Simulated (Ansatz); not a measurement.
Ga:
```
Ga
1.0
    3.76885    -2.25597     0.00000
    3.76885     2.25597     0.00000
    0.00000     0.00000     4.50286
Ga
4
Direct
  0.99130   0.33386   0.25000
  0.00870   0.66614   0.75000
  0.33386   0.99130   0.75000
  0.66614   0.00870   0.25000
```

Relaxed with LDA.

Problem. Which orbitals make up the states near the Fermi level in plane-wave PAW LDA (Ansatz code)?

Solution. Within 0.5 eV of the Fermi level: Ga 4p 81 %, Ga 4s 17 %. Projections are on Löwdin-orthogonalised atomic valence shells; empty p or d shells of many metals are not among them.

Problem. Tabulate the density of states.

Solution. States/eV per cell of 4 atoms, in 0.25 eV bins, energy from the Fermi level.

```
E (eV)  total  Ga 4p  Ga 4s  Ga 3d
------  -----  -----  -----  -----
-7.85    0.90   0.43   0.46   0.01
-7.60    0.94   0.45   0.48   0.01
-7.35    1.13   0.54   0.57   0.02
-7.10    1.12   0.53   0.57   0.02
-6.85    0.86   0.42   0.43   0.01
-6.60    0.68   0.33   0.33   0.01
-6.35    0.89   0.45   0.42   0.01
-6.10    1.01   0.51   0.48   0.01
-5.85    1.04   0.53   0.49   0.01
-5.60    1.30   0.67   0.61   0.01
-5.35    1.27   0.65   0.61   0.01
-5.10    1.23   0.61   0.60   0.01
-4.85    1.19   0.58   0.59   0.01
-4.60    1.15   0.55   0.58   0.01
-4.35    1.08   0.51   0.55   0.01
-4.10    0.91   0.47   0.43   0.01
-3.85    0.87   0.47   0.39   0.01
-3.60    0.99   0.63   0.34   0.01
-3.35    1.11   0.77   0.32   0.01
-3.10    1.35   0.97   0.35   0.01
-2.85    1.44   1.09   0.33   0.01
-2.60    1.49   1.16   0.30   0.01
-2.35    1.58   1.27   0.29   0.01
-2.10    1.65   1.33   0.29   0.01
-1.85    1.72   1.39   0.31   0.01
-1.60    1.74   1.42   0.30   0.01
-1.35    1.91   1.59   0.29   0.01
-1.10    1.71   1.46   0.23   0.01
-0.85    1.61   1.38   0.20   0.01
-0.60    1.49   1.24   0.23   0.01
-0.35    1.12   0.92   0.17   0.01
-0.10    0.81   0.66   0.13   0.01
0.15     0.63   0.51   0.10   0.01
0.40     0.85   0.67   0.16   0.01
0.65     1.27   0.95   0.28   0.01
0.90     1.30   0.90   0.35   0.01
1.15     1.71   1.08   0.55   0.01
1.40     1.93   1.18   0.66   0.01
1.65     2.05   1.30   0.65   0.01
1.90     1.74   1.12   0.53   0.01
2.15     1.55   1.01   0.46   0.01
2.40     1.70   1.11   0.49   0.01
2.65     1.72   1.16   0.46   0.01
2.90     2.01   1.41   0.48   0.01
3.15     1.85   1.33   0.40   0.01
3.40     1.76   1.30   0.34   0.01
3.65     1.95   1.43   0.36   0.01
3.90     2.09   1.54   0.39   0.01
4.15     2.03   1.49   0.36   0.01
4.40     1.92   1.42   0.31   0.01
4.65     2.09   1.56   0.31   0.01
```

Space group Cmcm. The first step of the workflow began from a Materials Project structure, measured or hypothetical; the Crystallography Open Database files this formula in space group No. 63, but the cells were not matched. It is not the phase usual at ambient conditions (space group No. 64). Symmetry was held in the LDA relaxation; of distortions, only those at the zone centre were tested. Scalar-relativistic: spin–orbit coupling is off unless named, which matters more the heavier the elements.

Potentials: the later of the program's two PAW sets.
